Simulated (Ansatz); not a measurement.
Data:

SiNi3:
```cif
data_Ni3Si
_chemical_formula_sum 'Si1 Ni3'
_space_group_name_H-M_alt 'P 1'
_space_group_IT_number 1
_cell_length_a 3.50612
_cell_length_b 3.50612
_cell_length_c 3.50612
_cell_angle_alpha 90.000
_cell_angle_beta 90.000
_cell_angle_gamma 90.000
loop_
_space_group_symop_operation_xyz
  'x, y, z'
loop_
_atom_site_label
_atom_site_type_symbol
_atom_site_fract_x
_atom_site_fract_y
_atom_site_fract_z
_atom_site_occupancy
Si1 Si 0.00000 0.00000 0.00000 1
Ni1 Ni 0.00000 0.50000 0.50000 1
Ni2 Ni 0.50000 0.00000 0.50000 1
Ni3 Ni 0.50000 0.50000 0.00000 1
```

This is the PBE-relaxed structure.

Q: All from PBE (plane waves, PAW; program Ansatz), unless another level is named. Predict the Young's modulus.

A: 277 GPa.

Q: And the elastic constants (relaxed ions, GPa)?

A: C11 = 322, C12 = 160, C44 = 130.

Q: Give the highest zone-centre frequency.

A: 319 cm⁻¹.

Space group Pm-3m (Cu3Au type). The PBE relaxation kept the symmetry of its start; of distortions, only those at the zone centre were tested. The workflow began spin-polarised and lost its moments. As this level gives no gap, shear constants depend on the k-mesh and smearing (Fermi–Dirac, 0.1 eV here). As this level gives no gap, phonon frequencies hold no LO–TO term and depend on the k-mesh and smearing (Fermi–Dirac, 0.1 eV here).

Potentials: the later of the program's two PAW sets.
